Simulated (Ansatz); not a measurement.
Ansatz (a program for electronic structure) input:

Ansatz 0.2 input:
```yaml
crystal:
  lattice:
    - [3.7869679292, 0.0, 0.0]
    - [-1.8934839646, 3.27961043, 0.0]
    - [0.0, 0.0, 61.8652052434]
  atoms:
    - { symbol: Zn, position: [0.0, 0.0, 0.3999538758] }
    - { symbol: Zn, position: [0.0, 0.0, 0.8999538758] }
    - { symbol: Zn, position: [0.3333333333, 0.6666666667, 0.4499400006] }
    - { symbol: Zn, position: [0.6666666667, 0.3333333333, 0.9499400006] }
    - { symbol: Zn, position: [0.6666666667, 0.3333333333, 0.2000086053] }
    - { symbol: Zn, position: [0.3333333333, 0.6666666667, 0.7000086053] }
    - { symbol: Zn, position: [0.6666666667, 0.3333333333, 0.6500224525] }
    - { symbol: Zn, position: [0.3333333333, 0.6666666667, 0.1500224525] }
    - { symbol: Zn, position: [0.0, 0.0, 0.6000360801] }
    - { symbol: Zn, position: [0.0, 0.0, 0.1000360801] }
    - { symbol: Zn, position: [0.6666666667, 0.3333333333, 0.3499677133] }
    - { symbol: Zn, position: [0.3333333333, 0.6666666667, 0.8499677133] }
    - { symbol: Zn, position: [0.6666666667, 0.3333333333, 0.0500656377] }
    - { symbol: Zn, position: [0.3333333333, 0.6666666667, 0.5500656377] }
    - { symbol: Zn, position: [0.0, 0.0, 0.2499948767] }
    - { symbol: Zn, position: [0.0, 0.0, 0.7499948767] }
    - { symbol: Zn, position: [0.6666666667, 0.3333333333, 0.4999969122] }
    - { symbol: Zn, position: [0.3333333333, 0.6666666667, 0.9999969122] }
    - { symbol: Zn, position: [0.6666666667, 0.3333333333, 0.7999812164] }
    - { symbol: Zn, position: [0.3333333333, 0.6666666667, 0.2999812164] }
    - { symbol: S, position: [0.6666666667, 0.3333333333, 0.2375006189] }
    - { symbol: S, position: [0.3333333333, 0.6666666667, 0.7375006189] }
    - { symbol: S, position: [0.6666666667, 0.3333333333, 0.8374733021] }
    - { symbol: S, position: [0.3333333333, 0.6666666667, 0.3374733021] }
    - { symbol: S, position: [0.3333333333, 0.6666666667, 0.8874598628] }
    - { symbol: S, position: [0.6666666667, 0.3333333333, 0.3874598628] }
    - { symbol: S, position: [0.0, 0.0, 0.7874869061] }
    - { symbol: S, position: [0.0, 0.0, 0.2874869061] }
    - { symbol: S, position: [0.6666666667, 0.3333333333, 0.0875431547] }
    - { symbol: S, position: [0.3333333333, 0.6666666667, 0.5875431547] }
    - { symbol: S, position: [0.3333333333, 0.6666666667, 0.4874257419] }
    - { symbol: S, position: [0.6666666667, 0.3333333333, 0.9874257419] }
    - { symbol: S, position: [0.0, 0.0, 0.1375281007] }
    - { symbol: S, position: [0.0, 0.0, 0.6375281007] }
    - { symbol: S, position: [0.6666666667, 0.3333333333, 0.6875144164] }
    - { symbol: S, position: [0.3333333333, 0.6666666667, 0.1875144164] }
    - { symbol: S, position: [0.3333333333, 0.6666666667, 0.0375553604] }
    - { symbol: S, position: [0.6666666667, 0.3333333333, 0.5375553604] }
    - { symbol: S, position: [0.0, 0.0, 0.9374451653] }
    - { symbol: S, position: [0.0, 0.0, 0.4374451653] }
kpoints:
  mp_grid: { grid: [7, 7, 1] }
basis: { xc_grid: 2 }
hamiltonian:
  xc: pbesol
  pseudopotentials: { kind: paw }
scf:
  occupations: { method: fixed }
output:
  optics: { e_range: [0.0, 15.0], de: 0.05, sigma: 0.1, bands: { spectra_wanted_up_to: 12 eV } }
```

Output (shortened):

```
output.optics: the spectra are integrated over the Brillouin zone by k·p interpolation around the k-points, where levels, occupations, output.optics.sigma and …
Pseudopotential: Zn, paw, valence charge 12
Pseudopotential: S, paw, valence charge 6
Functional definition: PBEsol
Crystal: 40 atoms, lattice volume = 768.352 Å³
Basis set: ecut = 420 eV, 15039 PW (Γ), exchange–correlation on 54×54×864 points (8 copies of the dense FFT grid, shifted against one another)
Bands: 220, of which v1, the nominal top of the filled ones, is band 180 counted from 1 (179 counted from 0)
Symmetry: 12 space group operations
Space group: P63mc (ITA 186), of the structure as read, at distance tolerance 9.2e-5 Å
k-points: 8 of 49
SCF iter   1: F=—  HF=-83348.884097 eV  |F-HF|=—  |Δ(HF+E_count)|=         —  Δρ=5.73e-3  dr2=2.90e-1  ethr=1.77e-3  ⟨swp⟩=5.2  Hψ=6569  notcnv=0  defer=279
preconditioner: auto → Resta (q_TF=auto, 2.404 Å⁻¹)
SCF iter   2: F=—  HF=-83348.805328 eV  |F-HF|=—  |Δ(HF+E_count)|=   7.88e-2  Δρ=2.06e-3  dr2=5.64e-2  ethr=8.05e-5  ⟨swp⟩=2.9  Hψ=3463  notcnv=0  defer=304
SCF iter   3: F=—  HF=-83348.794579 eV  |F-HF|=—  |Δ(HF+E_count)|=   1.07e-2  Δρ=1.57e-3  dr2=1.28e-2  ethr=1.57e-5  ⟨swp⟩=2.0  Hψ=2934  notcnv=0  defer=304
SCF iter   4: F=—  HF=-83348.789543 eV  |F-HF|=—  |Δ(HF+E_count)|=   5.04e-3  Δρ=4.03e-4  dr2=1.33e-3  ethr=3.56e-6  ⟨swp⟩=2.0  Hψ=2794  notcnv=0  defer=304
SCF iter   5: F=—  HF=-83348.790111 eV  |F-HF|=—  |Δ(HF+E_count)|=   5.68e-4  Δρ=8.68e-5  dr2=5.30e-5  ethr=3.69e-7  ⟨swp⟩=3.0  Hψ=3329  notcnv=0  defer=276
SCF iter   6: F=—  HF=-83348.789859 eV  |F-HF|=—  |Δ(HF+E_count)|=   2.52e-4  Δρ=2.23e-5  dr2=3.76e-6  ethr=1.47e-8  ⟨swp⟩=2.0  Hψ=2934  notcnv=0  defer=263
SCF iter   7: F=—  HF=-83348.790232 eV  |F-HF|=—  |Δ(HF+E_count)|=   3.73e-4  Δρ=9.93e-6  dr2=4.93e-7  ethr=1.04e-9  ⟨swp⟩=2.0  Hψ=2978  notcnv=0  defer=263
SCF iter   8: F=—  HF=-83348.790233 eV  |F-HF|=—  |Δ(HF+E_count)|=   2.66e-7  Δρ=8.86e-6  dr2=3.46e-7  ethr=1.37e-10  ⟨swp⟩=2.0  Hψ=2800  notcnv=0  defer=263
SCF iter  14: F=-83348.790233 eV  HF=-83348.790233 eV  |F-HF|=2.91e-11  |Δ(HF+E_count)|=    0.00e0  Δρ=2.15e-8  dr2=2.43e-12  ethr=1.00e-12  ⟨swp⟩=17.9  Hψ=10328  notcnv=0
SCF 1 converged in 14 iterations: F = -83348.790233 eV  dr2 = 2.43e-12
NSCF: frozen V_eff on 8 k-points
Optics k sum: 0 of 8 k-points
Optics k sum: 1 of 8 k-points
Optics k sum: 2 of 8 k-points
Optics k sum: 3 of 8 k-points
Optics k sum: 4 of 8 k-points
Optics k sum: 5 of 8 k-points
Optics k sum: 6 of 8 k-points
Optics k sum: 7 of 8 k-points
Optics k sum: 8 of 8 k-points
Optics k sum: 0 of 8 k-points
Optics k sum: 1 of 8 k-points
Optics k sum: 2 of 8 k-points
Optics k sum: 3 of 8 k-points
Optics k sum: 4 of 8 k-points
Optics k sum: 5 of 8 k-points
Optics k sum: 6 of 8 k-points
Optics k sum: 7 of 8 k-points
Optics k sum: 8 of 8 k-points
NSCF: frozen V_eff on 1 k-points
NSCF: frozen V_eff on 1 k-points
NSCF: frozen V_eff on 1 k-points
NSCF: frozen V_eff on 1 k-points
NSCF: frozen V_eff on 1 k-points
output.optics: what the bands over the 381 summed would add to eps1, eps2 and the energy-loss function is held between a lower and an upper bound (8 Lanczos …
SCF converged after 14 iterations
Free energy (F): -83348.790233 eV
Harris-Foulkes:  -83348.790233 eV  (|F-HF|=2.91e-11)
Internal energy: -83348.790233 eV  (E = F + TS)
E sigma→0 (E₀):  -83348.790233 eV
Fermi energy:    6.040175 eV
--- Per-component energies (eV) ---
  E_band       = 146.443647
  E_kinetic    = 4773.020298
  E_local      = -40491.857494  (includes V_loc(G=0)·N_el)
  E_nonlocal   = 12876.936585
  E_hartree    = 16906.611215
  E_xc         = -4642.749810
  E_vxc        = -2806.913232  (∫ρ·V_xc dr)
  E_paw        = -47500.112227  (= ΣΔE_a)
  E_vpaw       = -8017.957368  (= ΣTr[D̂ρ^β])
  E_aug_tail   = -0.007367  (compensation charges beyond the density's cutoff)
  E_ewald      = -25287.817518
  E_core_change = 17.186084  (= ΣΔE_core)
  E_smearing   =  0.000000  (= −TS)
  E_closure    =  0.000000  (closes the sum)
  Σ components = -83348.790233   (vs F -83348.790233, Δ=0.00e0)
  [band-id]    e_kinetic+e_local+e_nonlocal+2·e_hartree+e_vxc+e_vpaw+e_augmentation_tail = 146.443853   (vs E_band 146.443647, Δ=2.06e-4)
--- Band table (eV; the first three rows and the last of 8) ---
  k-point 0: bands = ["-7.3077", "-7.2892", "-7.2852", "-7.2287", "-7.2255", "-7.1322", "-7.1295", "-7.0056", "-7.0033", "-6.8581", "-6.8558", "-6.7018", "-6.6993", "-6.5521", "-6.5491", "-6.4266", "-6.4230", "-6.3426", "-6.3381", "-6.3105", "-0.4521", …
  k-point 1: bands = ["-7.1638", "-7.1463", "-7.1425", "-7.0889", "-7.0858", "-6.9975", "-6.9949", "-6.8781", "-6.8758", "-6.7394", "-6.7372", "-6.5934", "-6.5908", "-6.4543", "-6.4512", "-6.3384", "-6.3347", "-6.2612", "-6.2567", "-6.2316", "-0.4830", …
  k-point 2: bands = ["-6.7914", "-6.7771", "-6.7738", "-6.7301", "-6.7275", "-6.6559", "-6.6537", "-6.5600", "-6.5579", "-6.4503", "-6.4480", "-6.3366", "-6.3340", "-6.2304", "-6.2273", "-6.1435", "-6.1398", "-6.0865", "-6.0820", "-6.0641", "-0.5190", …
  k-point 7: bands = ["-6.1939", "-6.1898", "-6.1872", "-6.1740", "-6.1722", "-6.1502", "-6.1486", "-6.1206", "-6.1191", "-6.0884", "-6.0867", "-6.0567", "-6.0548", "-6.0286", "-6.0263", "-6.0068", "-6.0040", "-5.9931", "-5.9892", "-5.9860", "-0.3683", …
```

Cost: around 100 core-minutes (rough) on shared cores.

Space group P6_3mc. The first step of the workflow began from a Materials Project structure, measured or hypothetical. Its sites differ from those of the usual phase in this space group: another stacking or structure type. The cell was relaxed with PBEsol under the symmetry of its start; whether a distortion lowers the energy is not shown.

Potentials: the later of the program's two PAW sets.

Ansatz is a plane-wave DFT program.
